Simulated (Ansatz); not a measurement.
Input and command of a plane-wave DFT calculation in Ansatz:

```yaml
crystal:
  lattice:
    - [4.6703355039, 0.0, 0.0]
    - [0.0, 4.6703355039, 0.0]
    - [0.0, 0.0, 4.6703355039]
  atoms:
    - { symbol: Sc, position: [0.25, 0.25, 0.25] }
    - { symbol: Sc, position: [0.25, 0.75, 0.75] }
    - { symbol: Sc, position: [0.75, 0.75, 0.25] }
    - { symbol: Sc, position: [0.75, 0.25, 0.75] }
    - { symbol: B, position: [0.0, 0.0, 0.0] }
    - { symbol: B, position: [0.5, 0.5, 0.5] }
basis:
  ecutwfc: 420
kpoints:
  mp_grid: { grid: [4, 4, 4] }
hamiltonian:
  xc: pbe
scf:
  occupations: { method: gaussian, width: 0.1 }
  lower_state_search: "off"
output:
  forces: true
  stress: true
  eigenvalues: true
```

```bash
ansatz run input.yaml --threads 1 --pin off --max-ram 2560MiB --backend cpu --events-out ev --progress --plain --runs-dir out
```

Processor: Intel(R) Xeon(R) Platinum 8488C (Sapphire Rapids), 1 thread, on a host shared with other jobs.

Estimate time, memory and problem size.

About 1.9 s on 1 thread of Intel(R) Xeon(R) Platinum 8488C (Sapphire Rapids), on a shared host, peak memory 0.38 GiB. It solves 31 bands at 10 k points (the mesh reduced by the symmetry that the task leaves, which can be less than the crystal's) with about 1935 plane waves, in 7 SCF iterations.
